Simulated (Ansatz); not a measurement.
Relaxed PtS2 (CdI2 type):

```yaml
crystal:
  lattice:
    - [7.11862, 0.00000, 0.00000]
    - [-1.77966, 3.08245, 0.00000]
    - [0.00000, 0.00000, 4.38472]
  atoms:
    - { symbol: Pt, position: [0.00000, 0.00000, 0.00000] }
    - { symbol: Pt, position: [0.50000, 0.00000, 0.00000] }
    - { symbol: S, position: [0.33333, 0.33333, 0.27118] }
    - { symbol: S, position: [0.83333, 0.33333, 0.27118] }
    - { symbol: S, position: [0.16667, 0.66667, 0.72882] }
    - { symbol: S, position: [0.66667, 0.66667, 0.72882] }
```

In each cell atom 6 (S, nearest neighbour Pt at 2.374 Å; its periodic images, 3.6 Å or more away, move with it) moves by s·(0.577, 0.577, 0.577) (along Cartesian [111]), the rest being held.

Level of theory: PBEsol-D3(BJ) (plane waves to 420 eV, PAW, scalar-relativistic; Ansatz, a first-principles code). k mesh 6×12×9 (Γ-centred), Fermi-Dirac smearing 0.05 eV. The energy includes the smearing's −TS. Compression counts positive. With partly filled bands, energies and forces of such displacements shift with the k mesh and the smearing. F∥ is the force on the atom along that direction. PtS2 is run without spin polarisation. PtS2 was relaxed with its symmetry unable to fall. Spin-orbit coupling is left out, though Pt is heavy. The zero of ΔE is the undisplaced structure.

```json
[
 {"s (Å)": "-0.470", "ΔE (meV/cell)": "714", "P (GPa)": "-0.9", "F∥ (eV/Å)": "2.201"},
 {"s (Å)": "-0.376", "ΔE (meV/cell)": "513", "P (GPa)": "-1.3", "F∥ (eV/Å)": "2.079"},
 {"s (Å)": "-0.282", "ΔE (meV/cell)": "325", "P (GPa)": "-1.4", "F∥ (eV/Å)": "1.912"},
 {"s (Å)": "-0.188", "ΔE (meV/cell)": "161", "P (GPa)": "-1.3", "F∥ (eV/Å)": "1.531"},
 {"s (Å)": "-0.094", "ΔE (meV/cell)": "(withheld)", "P (GPa)": "-0.8", "F∥ (eV/Å)": "0.901"},
 {"s (Å)": "0.000", "ΔE (meV/cell)": "0", "P (GPa)": "0.0", "F∥ (eV/Å)": "0.001"},
 {"s (Å)": "0.094", "ΔE (meV/cell)": "55", "P (GPa)": "1.3", "F∥ (eV/Å)": "-1.238"},
 {"s (Å)": "0.188", "ΔE (meV/cell)": "247", "P (GPa)": "(withheld)", "F∥ (eV/Å)": "(withheld)"},
 {"s (Å)": "0.282", "ΔE (meV/cell)": "625", "P (GPa)": "6.0", "F∥ (eV/Å)": "-5.243"},
 {"s (Å)": "0.376", "ΔE (meV/cell)": "1259", "P (GPa)": "9.7", "F∥ (eV/Å)": "-8.409"},
 {"s (Å)": "0.470", "ΔE (meV/cell)": "2243", "P (GPa)": "14.7", "F∥ (eV/Å)": "-12.748"}
]
```

### Question
Complete the blanks.

### Answer

- -0.094, ΔE (meV/cell): 45
- 0.188, P (GPa): 3.3
- 0.188, F∥ (eV/Å): -2.931

(A displaced cell: forces are minus the slopes of the energy, force constants its curvatures, and phonons follow from these.)
